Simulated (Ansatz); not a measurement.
Relaxed-ion elastic tensor of Al (fcc (Cu type), Fm-3m) in GPa (Voigt order), the program Ansatz at the r²SCAN level (PAW); density 2.82 g/cm³, 15.90 Å³ per atom.

```
 142  68.2  68.2   0.0   0.0   0.0
68.2   142  68.2   0.0   0.0   0.0
68.2  68.2   142   0.0   0.0   0.0
 0.0   0.0   0.0  45.6   0.0   0.0
 0.0   0.0   0.0   0.0  45.6   0.0
 0.0   0.0   0.0   0.0   0.0  45.6
```

Problem. Is the crystal mechanically stable?

Solution. Yes: the smallest eigenvalue of C is 45.6 GPa.

Problem. Work out the Voigt, Reuss and Hill averages.

Solution. K_V = 92.7, K_R = 92.7, K_H = 92.7; G_V = 42.0, G_R = 41.5, G_H = 41.8 GPa.

Problem. Give Young's modulus, Poisson's ratio, Pugh's ratio and the universal anisotropy index.

Solution. E = 9KG/(3K + G) = 109 GPa; ν = 0.30; K/G = 2.22 (ductile by the Pugh limit of 1.75); A_U = 5G_V/G_R + K_V/K_R − 6 = 0.06.

Problem. Estimate the sound speeds and the Debye temperature.

Solution. v_l = √((K + 4G/3)/ρ) = 7260 m/s, v_t = √(G/ρ) = 3850 m/s, mean 4300 m/s; Θ = (h/k)(3n/4πV)^(1/3) v_m = 509 K.

Problem. Give the Zener ratio and Young's modulus along [100], [110] and [111].

Solution. A = 2C44/(C11 − C12) = 1.24; 1/E = S11 − 2(S11 − S12 − S44/2)Γ with Γ = 0, 1/4, 1/3 gives 97.2, 112, 117 GPa.

Problem. Solve the Christoffel equation for the three sound speeds along [100], [110], [111].

Solution. Eigenvalues of C_ijkl n_j n_l equal ρv². In km/s, slowest first: [100] 4.02, 4.02, 7.09; [110] 3.61, 4.02, 7.31; [111] 3.75, 3.75, 7.38.

Symmetry was held in the r²SCAN relaxation. As this level gives no gap, shear constants depend on the k-mesh and smearing (Fermi–Dirac, 0.1 eV here).

Potentials: the later of the program's two PAW sets.
